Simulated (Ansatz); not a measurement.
# TiPd₃: elastic constants from stress and strain

```yaml
crystal:
  lattice:
    - [3.82000, 0.00000, 0.00000]
    - [0.00000, 3.82000, 0.00000]
    - [0.00000, 0.00000, 3.82000]
  atoms:
    - { symbol: Ti, position: [0.00000, 0.00000, 0.00000] }
    - { symbol: Pd, position: [0.00000, 0.50000, 0.50000] }
    - { symbol: Pd, position: [0.50000, 0.00000, 0.50000] }
    - { symbol: Pd, position: [0.50000, 0.50000, 0.00000] }
```

Atom numbers follow the list: Ti1, Pd2, Pd3, Pd4.

The cell is COD entry 1522883, as deposited and not checked against the literature; nothing was relaxed.

Spin polarisation is left out, and whether a magnetic state lies lower isn't shown here.

Theory: Ansatz 0.2.0, DFT, LDA, all-electron LAPW, scalar-relativistic.

Sampling and basis: a Γ-centred 11×11×11 k mesh, Fermi–Dirac smearing of 0.05 eV, basis error target 1 meV/atom, no spin polarisation.

The unstrained cell is at 2.35 GPa. Large strains and very small stresses are left out. Each strain is applied once, with fractional coordinates held (clamped ions), and σ below is the change of stress, positive in tension. One finite strain gives stress–strain coefficients at this pressure with an error of the order of the strain times third-order constants, a few per cent for each per cent of strain. In a metal the k mesh adds noise of tens of per cent to soft shears.

Problem. With equal xy, yz and zx engineering shear strains of -1 %, the run gives σxy = -1.39 GPa and γxy = 2εxy = -0.0100. Which stiffness follows?

Solution. C44 (clamped ions) = σxy/γxy = 139 GPa.

Problem. With equal xy, yz and zx engineering shear strains of +1 %, the run gives σxy = 1.40 GPa and γxy = 2εxy = 0.0100. Which stiffness follows?

Solution. C44 (clamped ions) = σxy/γxy = 140 GPa.
